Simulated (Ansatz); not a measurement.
One crystal and one scan (energy over volume and axial ratio) at two levels, PBEsol (plane waves to 420 eV, PAW, scalar-relativistic; Ansatz, a first-principles code) and PBE (plane waves to 420 eV, PAW, scalar-relativistic; Ansatz), each from its own relaxed cell and on its own mesh. The cell shown is that of PBEsol.

PbSe (rock salt)

```yaml
crystal:
  lattice:
    - [0.00000, 3.05077, 3.05077]
    - [3.05077, 0.00000, 3.05077]
    - [3.05077, 3.05077, 0.00000]
  atoms:
    - { symbol: Se, position: [0.00000, 0.00000, 0.00000] }
    - { symbol: Pb, position: [0.50000, 0.50000, 0.50000] }
```

Grid over V/V₀ and (c/a)/(c/a)₀, subscript 0 meaning the relaxed cell; the conventional c axis lies along z; no internal relaxation.

Energies are smeared free energies. PbSe was relaxed with its symmetry unable to fall. Spin-orbit coupling is left out, though Pb is heavy. The PAW data are Ansatz's earlier set. Percentages come from the unrounded values. Both scans cover V/V₀ from 0.960 to 1.040 and (c/a)/(c/a)₀ from 0.920 to 1.080.

Results of PBEsol:

* **Lattice constant a (Å)**: 6.102
* **Band gap of the relaxed cell, no spin-orbit coupling (eV)**: 0.17
* **Shear modulus C′ = (C11 − C12)/2 (fit, atoms clamped) (GPa)**: 63

Task: What does PBE give for the same quantities?

Result: 
```csv
quantity,PBE,PBEsol − PBE
Lattice constant a (Å),6.218,-0.116 (-1.9 %)
"Band gap of the relaxed cell, no spin-orbit coupling (eV)",0.44,-0.27 (-60 %)
"Shear modulus C′ = (C11 − C12)/2 (fit, atoms clamped) (GPa)",51,+12 (+23 %)
```

PBEsol gives the higher value for: shear modulus C′. PBEsol gives the lower value for: lattice constant a; band gap of the relaxed cell, no spin-orbit coupling. Neither level is exact: the differences show how much the result hangs on the functional.

(A scan under strain: stresses follow from slopes of the energy per volume, elastic moduli from its curvatures.)
